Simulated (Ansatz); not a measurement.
# Lattice vibrations of WCl4F2 at Γ

The calculation used DFT PBE, scalar-relativistic, plane waves, PAW (Ansatz). Settings: 420 eV plane-wave cutoff, Γ-centred 6×6×6 mesh, fixed occupations. No spin polarisation. Phonons by linear response, acoustic sum rule imposed.

Equilibrium structure at this level:
```
CELL_PARAMETERS angstrom
-3.70817 3.70817 4.19151
3.70817 -3.70817 4.19151
3.70817 3.70817 -4.19151
ATOMIC_POSITIONS crystal
W 0.00000 0.00000 0.00000
Cl 0.78083 0.21917 0.00000
Cl 0.78083 0.78083 0.56166
Cl 0.21917 0.21917 0.43834
Cl 0.21917 0.78083 0.00000
F 0.77728 0.77728 0.00000
F 0.22272 0.22272 0.00000
```

The structure comes from a proposed guess, relaxed at this level; another structure or a mixture of phases may lie lower. Spin–orbit coupling is left out, which matters for heavy elements. No dispersion correction is applied, so modes and constants that involve weak contacts between layers, chains or molecules come out too soft.

Task: Is this structure stable against zone-centre distortions?

Result: No: 1 of the 18 optical modes are imaginary.

Task: List the optical modes at Γ without the LO field (i marks imaginary ones).

Result:
```csv
frequency (meV),degeneracy,IR intensity of the level ((D/Å)²/amu)
0.7i,1,0.00
2.6,2,0.00
9.9,1,0.00
13.2,2,0.02
19.9,1,0.10
24.6,2,5.16
24.7,1,0.00
30.3,2,0.00
39.9,1,0.00
43.4,2,13.26
46.2,1,0.00
78.8,1,7.22
78.9,1,0.00
```
